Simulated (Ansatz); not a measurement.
MnGe:
```yaml
crystal:
  lattice:
    - [2.86092, 0.00000, 0.00000]
    - [0.00000, 3.68728, 0.00000]
    - [0.00000, 0.00000, 5.31722]
  atoms:
    - { symbol: Mn, position: [0.00000, 0.00000, 0.99442], spin: 2.5 }
    - { symbol: Ge, position: [0.50000, 0.50000, 0.17225], spin: -0.1 }
    - { symbol: Mn, position: [0.50000, 0.00000, 0.49442], spin: -2.5 }
    - { symbol: Ge, position: [0.00000, 0.50000, 0.67225], spin: 0.1 }
```

Relaxed with PBE. Special points in fractions of this cell's reciprocal vectors: Γ (0.000, 0.000, 0.000); X (0.500, 0.000, 0.000); S (0.500, 0.500, 0.000); Y (0.000, 0.500, 0.000); Z (0.000, 0.000, 0.500); U (0.500, 0.000, 0.500); R (0.500, 0.500, 0.500); T (0.000, 0.500, 0.500).

Q: List the band energies nearest the Fermi level at these points for PBE in the plane-wave PAW code Ansatz.

A: In eV from the Fermi level; about four levels below and three above (degenerate sets whole), none deeper than 8.9 eV; points with the same levels are listed once.

```json
[
 {"k": "Γ ↑", "below": "-1.54 -1.20 -1.03 -0.14", "above": "0.92 1.34 1.52"},
 {"k": "X ↑", "below": "-1.34 -0.95 -0.27 -0.23", "above": "0.90 0.97 1.54"},
 {"k": "S ↑", "below": "-2.11 -2.00 -1.57 -1.14", "above": "0.57 0.94 1.52"},
 {"k": "Y ↑", "below": "-1.66 -1.41 -0.91 -0.77", "above": "0.34 0.57 1.46"},
 {"k": "Z ↑", "below": "-2.04 -1.44 -1.40 -1.20", "above": "0.92 1.04 1.36"},
 {"k": "U ↑", "below": "-2.40 -0.75 -0.02 -0.01", "above": "1.03 1.37 2.30"},
 {"k": "R ↑", "below": "-1.61 -1.47 -1.40 -1.03", "above": "0.37 0.87 1.18"},
 {"k": "T ↑", "below": "-1.61 -1.51 -1.33 -0.73", "above": "0.28 0.59 1.28"}
]
```

Space group Amm2. The cell is a constructed one: a structure type filled with these elements; neither database checked (COD, Materials Project) lists it. Its standing as an ambient phase is unchecked. Symmetry was held in the PBE relaxation, as lowered by the spin order; whether a distortion lowers the energy is not shown. The final state is antiferromagnetic, chosen from 4 collinear starts compared on coarse meshes (ties went to the first, and starts can fall back to one state), not a proven ground state. Point labels and valley counts follow the cell and symmetry of the run, lower than the named group. Scalar-relativistic: spin–orbit coupling is off unless named, which matters more the heavier the elements.

Potentials: the later of the program's two PAW sets.
